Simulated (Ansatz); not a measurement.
Computed with DFT PBE, scalar-relativistic, plane waves, PAW in Ansatz 0.2.0. Settings: cutoff 420 eV, Γ-centred meshes spaced at most about 0.3 Å⁻¹ (2π included), Gaussian smearing. No spin polarisation in the final relaxations.

These are static total energies at zero pressure.

Compare these two cells of Mg2CdSe3, each relaxed at this level.

A.

```
CELL_PARAMETERS angstrom
3.95354 0.00000 0.00000
-1.97677 3.42387 0.00000
0.00000 0.00000 9.68583
ATOMIC_POSITIONS crystal
Mg 0.66667 0.33333 0.16281
Mg 0.33333 0.66667 0.83719
Cd 0.00000 0.00000 0.50000
Se 0.66667 0.33333 0.67581
Se 0.00000 0.00000 0.00000
Se 0.33333 0.66667 0.32419
```

B.

```
CELL_PARAMETERS angstrom
4.29098 0.00000 0.00000
-2.14549 3.71610 0.00000
0.00000 0.00000 10.48168
ATOMIC_POSITIONS crystal
Mg 0.66667 0.33333 0.33521
Mg 0.33333 0.66667 0.66203
Cd 0.00000 0.00000 0.00226
Se 0.00000 0.00000 0.25764
Se 0.66667 0.33333 0.58323
Se 0.33333 0.66667 0.90963
```

Question: Which is lower in energy, and by how much?

Answer: B is lower, by 68 meV/atom. A has Mg and Cd ordered on rock salt sites, space group P-3m1 (No. 164), 21.9 Å³/atom and a gap of 0.88 eV on its mesh; B has Mg and Cd ordered on zinc blende sites, space group P3m1 (No. 156), 27.9 Å³/atom and a gap of 1.49 eV. Counting Se atoms around Cd and Mg (those within 1.25 times the shortest such distance or 1.15 times the sum of covalent radii, 1.27 where that leaves under three), A has Mg 6, Cd 6 and B has Mg 4, Cd 4. The lower one is the more open, so pressure narrows the difference. In A, around Mg lie 6 Se at 2.77 Å; Cd has 6 Se at 2.85 Å; around Se on a site of symmetry 3m lie 3 Mg at 2.77 Å and 3 Cd at 2.85 Å; 1 more site not described. In B, around Mg on its first site lie 4 Se at 2.60–2.61 Å; Cd has 4 Se at 2.66–2.68 Å; Se on its first site is surrounded by 3 Mg at 2.61 Å and 1 Cd at 2.68 Å; 3 more sites not described. Both come from invented guesses.

Kohn–Sham gaps at this level usually fall short of measured ones. Cells relaxed within their symmetry can be saddle points.
